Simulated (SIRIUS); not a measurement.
Band structure of TaN (P-62m, 6 atoms in the cell; from Materials Project mp-1279).

```
TaN
1.0
    5.20850     0.00000     0.00000
   -2.60425     4.51069     0.00000
    0.00000     0.00000     2.91475
Ta N
3 3
Direct
  0.00000   0.00000   0.00000
  0.33333   0.66667   0.50000
  0.66667   0.33333   0.50000
  0.39239   0.00000   0.00000
  0.60761   0.60761   0.00000
  0.00000   0.39239   0.00000
```

Method: LDA (PW92), PseudoDojo 0.4 standard norm-conserving LDA (tails mended) pseudopotentials (plane waves; SIRIUS).

Settings: parameters.ngridk = 5 5 8; parameters.xc_functionals = [XC_LDA_X, XC_LDA_C_PW]; parameters.gk_cutoff = 9.165 1/bohr; parameters.pw_cutoff = 18.331 1/bohr; parameters.smearing = gaussian; parameters.smearing_width = 0.00183747 Ha; potentials = PseudoDojo 0.4 standard norm-conserving LDA (tails mended) pseudopotentials; parameters.electronic_structure_method = pseudopotential; parameters.num_bands = 39; parameters.num_mag_dims = 0; parameters.num_dft_iter = 100; parameters.energy_tol = 1e-07 Ha; parameters.density_tol = 1e-06; mixer.type = anderson.

Spin-orbit coupling is left out, which matters for bands and gaps with elements this heavy. The structure comes from a collection of computed structures, made at another level of theory; the collection holds predicted forms beside known ones. No clean gap shows at this smearing width and mesh (spacing up to 0.28 Å⁻¹); the mesh is coarse for partly filled bands, so the values carry mesh errors.

Points are given in units of this cell's reciprocal vectors. Levels in eV from the Fermi level, bands 24 to 31:
```tsv
point	24	25	26	27	28	29	30	31
Γ (0 0 0)	-4.42	-3.55	-2.14	-1.14	-1.14	0.34	0.34	1.54
M (0.5 0 0)	-4.11	-4.03	-3.04	-2.84	0.95	1.54	1.66	2.15
K (0.333 0.333 0)	-4.25	-3.87	-2.79	-2.79	0.96	1.43	1.43	1.77
A (0 0 0.5)	-4.55	-3.04	-3.04	1.64	1.64	1.77	1.96	1.96
L (0.5 0 0.5)	-4.22	-3.43	-2.12	-1.16	0.26	1.13	2.96	3.02
H (0.333 0.333 0.5)	-4.22	-2.74	-2.74	-1.87	2.24	2.24	2.28	2.36
```

2 bands cross the Fermi level along this path, so the cell has no gap at this level.

The Fermi level comes from the SCF mesh, which can miss band crossings, so its place against them is uncertain.

“Tails mended”: in these copies of the files the far tail of each local potential was reset to the Coulomb form.
